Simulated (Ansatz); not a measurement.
This guess for Ga₃As₂P is about to be relaxed.

```
CELL_PARAMETERS angstrom
-1.93745 1.93745 8.21992
1.93745 -1.93745 8.21992
1.93745 1.93745 -8.21992
ATOMIC_POSITIONS crystal
Ga 0.83333 0.83333 0.00000
Ga 0.50000 0.50000 0.00000
Ga 0.16667 0.16667 0.00000
P 0.75000 0.25000 0.50000
As 0.41667 0.91667 0.50000
As 0.08333 0.58333 0.50000
```

Level of theory: DFT PBE, scalar-relativistic, plane waves, PAW (Ansatz 0.2.0). Cutoff 420 eV, Gaussian smearing, Γ-centred meshes. Cell and atoms relax first on a coarse mesh and then on a converged one. In between, the cell is made exact in the group found at 0.06 Å. The steps can't lower the symmetry of their start. No spin polarisation.

A guess keeps its type if space group and coordination stay and the shape of the cell changes little (axis ratios within about 15 %, angles within 6°); the volume may change.

Task: Will the relaxed cell still be of the starting type?

Result: It keeps its type. The symmetry stays I-4m2 (No. 119). The volume per atom grows by 10.4 %, from 20.6 to 22.7 Å³. The shortest distance goes from 2.37 Å (Ga–As and Ga–P) to 2.41 Å (Ga–P). The ratio c/a of the conventional cell changes by a factor of 1.00. Counting neighbours within 15 % of an atom's shortest distance, the start has As 4, Ga 4, P 4 and the end As 4, Ga 4, P 4.

The last run used a 12×12×12 mesh for its 6-atom cell and Gaussian smearing of 0.02 eV. A later test with randomly moved atoms came back to the same energy, though modes that don't fit the test's cell weren't probed.
